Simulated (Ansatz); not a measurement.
YTl, DFT, LDA, all-electron PAW with datasets made for the crystal, scalar-relativistic (Ansatz 0.2.0), run on 1 thread of Arm Neoverse V2 on a shared host.

The geometry is COD entry 1527195, unchecked; take it as a test cell. The listed cell was then made from it by scaling, straining or moving an atom.

Command: `ansatz run input.yaml --threads 1 --pin off --max-ram 3072MiB --backend cpu --events-out ev --progress --plain --runs-dir out`

```yaml
crystal:
  lattice:
    - [3.751, 0.0, 0.0]
    - [0.0, 3.751, 0.0]
    - [0.0, 0.0, 3.78851]
  atoms:
    - { symbol: "Y", position: [0.5, 0.5, 0.5] }
    - { symbol: Tl, position: [0.0, 0.0, 0.0] }
kpoints:
  mp_grid: { grid: [11, 11, 11] }
scf:
  occupations: { method: fermi_dirac, width: 0.08 }
hamiltonian:
  xc: lda
  pseudopotentials: { kind: all_electron, datasets: crystal }
output:
  forces: true
  stress: true
  eigenvalues: true
  efg: { contact_densities: true }
```

How large is the problem that the program sets up?

126 irreducible k-points, 461 plane waves at Γ, 16 bands.

About how long does it take, and how much memory does it use?

10 s of wall time for 8 SCF iterations, with a peak of 0.52 GiB. Times on shared machines scatter by tens of per cent.

And the same cell and mesh by PAW (frozen-core files), asked for forces, stress, eigenvalues, efg, on the same hardware?

6.3 s, peak memory 0.43 GiB.
